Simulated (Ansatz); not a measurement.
## Relaxing a structure of GaN

The start is a relaxed GaN cell, doubled along one cell vector, shaken by Gaussian noise of σ = 0.08 Å a coordinate. The cell and all atomic positions are relaxed at zero pressure with r2SCAN (plane waves to 500 eV, PAW, scalar-relativistic; Ansatz, a quantum-chemistry and plane-wave program). The first steps use a coarse 8×8×3 k-mesh.

Initial structure:
```
GaN
1.0
    3.18312     0.00000     0.00000
   -1.59156     2.75667     0.00000
    0.00000     0.00000    10.36727
Ga N
4 4
Direct
  0.67170   0.34568   0.00751
  0.67320   0.33699   0.50188
  0.30781   0.63897   0.23895
  0.34381   0.62880   0.75325
  0.62642   0.33405   0.31595
  0.65265   0.35797   0.81835
  0.32778   0.71572   0.06921
  0.33223   0.67749   0.56917
```

Task: How large is the pressure on the unrelaxed cell, and of which sign?

Result: +4.0 GPa (positive: the cell is compressed).

Task: How much energy is released per atom?

Result: 0.14 eV/atom.

Task: Does it find its way back to the structure it was made from?

Result: The parent structure is recovered, P6₃mc (No. 186).

Task: How do the shortest distances between atoms change?

Result: The closest pairs of elements (up to four, under 3.6 Å), start → end: Ga–N 1.74 → 1.95 Å; Ga–Ga 2.97 → 3.18 Å; N–N 3.07 → 3.18 Å.

Task: Is the relaxed structure metallic? Give its gap.

Result: 2.35 eV, direct at Γ (no spin-orbit coupling).

The end point of the relaxation:

```cif
data_Ga2N2
_chemical_formula_sum 'Ga2 N2'
_space_group_name_H-M_alt 'P63mc'
_space_group_IT_number 186
_space_group_name_Hall 'P 6c -2c'
_cell_length_a 3.18310
_cell_length_b 3.18310
_cell_length_c 5.18353
_cell_angle_alpha 90.000
_cell_angle_beta 90.000
_cell_angle_gamma 120.000
loop_
_atom_site_label
_atom_site_type_symbol
_atom_site_symmetry_multiplicity
_atom_site_Wyckoff_symbol
_atom_site_fract_x
_atom_site_fract_y
_atom_site_fract_z
_atom_site_occupancy
Ga1 Ga 2 b 0.66667 0.33333 0.49304 1
N1 N 2 b 0.33333 0.66667 0.36982 1
```

Final values are on a 12×12×7 k-mesh of the relaxed cell. No spin polarisation in the result.
